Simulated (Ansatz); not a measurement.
WSe2:
Space group P6₃/mmc (No. 194); a = 3.303 Å, b = 3.303 Å, c = 13.227 Å, α = 90.00°, β = 90.00°, γ = 120.00°

```json
[
 {"atom": "W", "site": "2c", "symmetry": "-6m2", "x": "0.3333", "y": "0.6667", "z": "0.2500"},
 {"atom": "Se", "site": "4f", "symmetry": "3m.", "x": "0.6667", "y": "0.3333", "z": "0.1242"}
]
```

Relaxed at zero pressure with r²SCAN+D4 (plane waves, PAW; program Ansatz).

### Question
The volume is lowered by 6 % and shape and atoms relax at that volume. What pressure results, and how do the axes share the change?

### Answer
3.2 GPa; a -1.0 %, b -1.0 %, c -4.2 %; the energy rises by 11 meV/atom.

### Question
Give the new structure.

### Answer

Space group P6₃/mmc (No. 194); a = b = 3.271 Å, c = 12.678 Å, α = β = 90.00°, γ = 120.00°

| atom | site | symmetry | x | y | z |
|---|---|---|---|---|---|
| W | 2c | -6m2 | 0.3333 | 0.6667 | 0.2500 |
| Se | 4f | 3m. | 0.6667 | 0.3333 | 0.1185 |

The phase is kept; no other phase was compared at this pressure.

Space group P6_3/mmc. Symmetry was held in the r²SCAN+D4 relaxation; of distortions, only those at the zone centre were tested. No spin polarisation was allowed. Spin–orbit coupling is left out wherever it is not named.

Potentials: the later of the program's two PAW sets.
